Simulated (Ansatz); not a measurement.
# Fermi surface of MgAu (Pm-3m)

```yaml
crystal:
  lattice:
    - [3.25738, 0.00000, 0.00000]
    - [0.00000, 3.25738, 0.00000]
    - [0.00000, 0.00000, 3.25738]
  atoms:
    - { symbol: Mg, position: [0.50000, 0.50000, 0.50000] }
    - { symbol: Au, position: [0.00000, 0.00000, 0.00000] }
```

Level of theory, where no other is named: PBEsol, all-electron LAPW in Ansatz 0.2.0, with spin-orbit coupling. k mesh 10×10×10, fine mesh 14×14×14, Fermi-Dirac smearing of 0.100 eV, basis error target 1 meV/atom. The cell was relaxed by PAW under this functional.

Levels and slopes are solved on a 14×14×14 mesh, and each state is taken as quadratic over its cell.

(1) What is the density of states at the Fermi level, and which bare Sommerfeld coefficient follows?

(2) What Drude plasma energy and σ/τ do the band velocities give?

(3) Which bands cross the Fermi level, and what do they carry?

(4) Map the plane k₃ = 1/2 of the mesh: how many bands lie under the Fermi level at each point, counted from the least on the plane?

(5) What does PAW give for the same cell?

(6) And without spin-orbit coupling?

## Answers

(1) N(E_F) = 0.28 states/eV/atom (both spins), so γ = (π²/3) k_B² N(E_F) = 0.659 mJ/(mol-atom K²) without electron-phonon or spin-fluctuation enhancement.

(2) (ħω_p,α)² = (e²/ε₀VN_k) Σ_nkσ (∂E/∂k_α)² δ(E − E_F) gives ħω_p = (8.61, 8.61, 8.61) eV along x, y, z, and σ/τ = ε₀ω_p² = 15.2×10²⁰ Ω⁻¹m⁻¹s⁻¹ along x. Weighted by the density of states, the mean Fermi speed is 1.28×10⁶ m/s; the surface has an area of 16.9 Å⁻² for each spin direction.

(3) 

```json
{"band": "1", "filled part": "0.99", "N (states/eV/cell)": "0.0186", "speed (10⁶ m/s)": "0.904", "5th to 95th percentile": "0.35 to 1.32", "area (Å⁻²)": "0.792", "filling": "nearly full"}
{"band": "2", "filled part": "0.99", "N (states/eV/cell)": "0.0186", "speed (10⁶ m/s)": "0.904", "5th to 95th percentile": "0.35 to 1.32", "area (Å⁻²)": "0.792", "filling": "nearly full"}
{"band": "3", "filled part": "0.50", "N (states/eV/cell)": "0.246", "speed (10⁶ m/s)": "1.32", "5th to 95th percentile": "0.74 to 1.74", "area (Å⁻²)": "15.4", "filling": "partly filled"}
{"band": "4", "filled part": "0.50", "N (states/eV/cell)": "0.246", "speed (10⁶ m/s)": "1.32", "5th to 95th percentile": "0.74 to 1.74", "area (Å⁻²)": "15.4", "filling": "partly filled"}
{"band": "5", "filled part": "0.01", "N (states/eV/cell)": "0.0153", "speed (10⁶ m/s)": "1.02", "5th to 95th percentile": "0.74 to 1.25", "area (Å⁻²)": "0.738", "filling": "nearly empty"}
{"band": "6", "filled part": "0.01", "N (states/eV/cell)": "0.0153", "speed (10⁶ m/s)": "1.02", "5th to 95th percentile": "0.74 to 1.25", "area (Å⁻²)": "0.738", "filling": "nearly empty"}
```

(4) k₁ runs to the right and k₂ upwards, each from −½ to ½ with 0 in the middle (the axes needn't be at right angles):
```
00224444444220
02244444444422
22444444444442
44444444444444
64444444444444
64444444444444
64444444444444
64444444444444
64444444444444
44444444444444
22444444444442
02244444444422
00224444444220
00024666664200
```

(5) N(E_F) = 0.28 states/eV/atom and ħω_p,x = 8.61 eV.

(6) N(E_F) = 0.277 states/eV/atom and ħω_p,x = 8.84 eV, on a 16×16×16 mesh.

Known limits: these sums move with the mesh, by several per cent and more for small sheets; the frozen-core PAW files of the compared runs were fitted under PBE, their cores solved anew for this functional.
